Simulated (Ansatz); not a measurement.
Epitaxial strain in BaLiF₃: moduli and critical thickness

The calculation used DFT r2SCAN, scalar-relativistic, plane waves, PAW in Ansatz 0.2.0. Run with 500 eV cutoff, 6×6×6 k-mesh, Gaussian smearing of 0.02 eV, no spin polarisation.

Starting point, cell and atoms relaxed:

```yaml
crystal:
  lattice:
    - [3.98189, 0.00000, 0.00000]
    - [0.00000, 3.98189, 0.00000]
    - [0.00000, 0.00000, 3.98189]
  atoms:
    - { symbol: Ba, position: [0.00000, 0.00000, 0.00000] }
    - { symbol: Li, position: [0.50000, 0.50000, 0.50000] }
    - { symbol: F, position: [0.00000, 0.50000, 0.50000] }
    - { symbol: F, position: [0.50000, 0.50000, 0.00000] }
    - { symbol: F, position: [0.50000, 0.00000, 0.50000] }
```

The a-b plane is strained alike in both directions, as on a substrate, while c and the atoms relax within the symmetry that the strain leaves. Stress is positive in compression; energies are free energies at the smearing used, per atom.

| strain (%) | c (Å) | σ in plane (GPa) | ΔE (meV/atom) |
| --- | --- | --- | --- |
| -3.0 | 4.0682 | 5.47 | 12.14 |
| -2.0 | 4.0388 | 3.44 | 5.20 |
| -1.0 | 4.0099 | 1.62 | 1.25 |
| +0.0 | 3.9819 | -0.02 | 0.00 |
| +1.0 | 3.9535 | -1.48 | 1.20 |
| +2.0 | 3.9263 | -2.81 | 4.62 |
| +3.0 | 3.9000 | -4.02 | 10.06 |

Task: Get the biaxial modulus twice, from the stresses and from the energies of the innermost pair.

Result: From stress: M = −Δσ/Δε = (1.62 − (-1.48)) / 0.020 = 155 GPa. Two in-plane directions each store σε/2, so the energy density is Mε²: M = (mean ΔE)/(V ε²) = 1.23 meV / (12.627 Å³ × 0.010²) × 0.16022 GPa Å³/meV = 156 GPa. The two agree.

Task: How well does Mε², with M from the stresses, predict the outermost points?

Result: 11.0 meV predicted against 12.1 computed at -3.0 %; 11.0 meV predicted against 10.1 computed at +3.0 %. Compression costs more than stretching, the usual sign of bonds that stiffen as they shorten.

Task: How does c respond, and up to what thickness can a film with 1 % or 2 % misfit stay coherent on a thick substrate?

Result: c answers with ε_c = −0.71 ε. In an isotropic solid that ratio is 2ν/(1 − ν), so ν = r/(2 + r) = 0.26. A film of thickness h stores Mε²h per area, 15.5 mJ/m² per nm at 1 %. The Matthews–Blakeslee balance for pure edge misfit dislocations, h = b/(8πf(1 + ν)) × (ln(h/b) + 1), with b taken as the in-plane vector a = 3.98 Å, solved by iteration, gives 4.2 nm at f = 1 % and 1.4 nm at 2 %. This is an isotropic estimate in which the moduli cancel; the real Burgers vector, glide system, anisotropy and slow kinetics can shift it by a factor of a few, mostly upward.

Symmetry holds off the tilts and polar distortions that many cubic perovskites undergo.